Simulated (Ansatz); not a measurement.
Vibrational response of Al2Cu at 8 GPa

The calculation used DFT LDA, scalar-relativistic, plane waves, PAW (Ansatz 0.2.0). Settings: 420 eV plane-wave cutoff, Γ-centred 16×16×16 mesh, Fermi-Dirac smearing of 0.15 eV. No spin polarisation. Phonons by linear response, acoustic sum rule imposed.

The cell, relaxed at 8 GPa:
```yaml
crystal:
  lattice:
    - [-1.96353, 1.96353, 2.77685]
    - [1.96353, -1.96353, 2.77685]
    - [1.96353, 1.96353, -2.77685]
  atoms:
    - { symbol: Al, position: [0.75000, 0.25000, 0.50000] }
    - { symbol: Al, position: [0.25000, 0.75000, 0.50000] }
    - { symbol: Cu, position: [0.50000, 0.50000, 0.00000] }
```

In a metal, frequencies and elastic constants depend on the k mesh and the smearing, soft modes and shear constants most. Other phases may be more stable at this pressure.

Q: Is this structure stable against zone-centre distortions?

A: Yes, at Γ: no optical mode is imaginary. Strains and other wave vectors aren't tested by this run.

Q: List the optical modes at Γ (i marks imaginary ones).

A:
```
frequency (cm⁻¹) degeneracy
             302           3
             330           3
```

Cost: 1 run of about 1.3 core-minutes, on Arm Neoverse V1 (shared hosts).